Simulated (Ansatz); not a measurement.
Ta:
```
CELL_PARAMETERS angstrom
     -1.65258     1.65258     1.65258
      1.65258    -1.65258     1.65258
      1.65258     1.65258    -1.65258
ATOMIC_POSITIONS crystal
  Ta 0.00000 0.00000 0.00000
```

This is the r²SCAN-relaxed structure.

Question: All from plane-wave PAW r²SCAN (Ansatz code), unless another level is named. Predict the density of states at the Fermi level.

Answer: 1.2 states/eV per atom (mean over ±0.08 eV).

Question: Predict the gap with spin–orbit coupling.

Answer: none (metallic).

Space group Im-3m (bcc (W type)). The r²SCAN relaxation kept the symmetry of its start. The run is not spin-polarised. Scalar-relativistic: spin–orbit coupling is off unless named, which matters more the heavier the elements.

Potentials: the earlier of the program's two PAW sets.
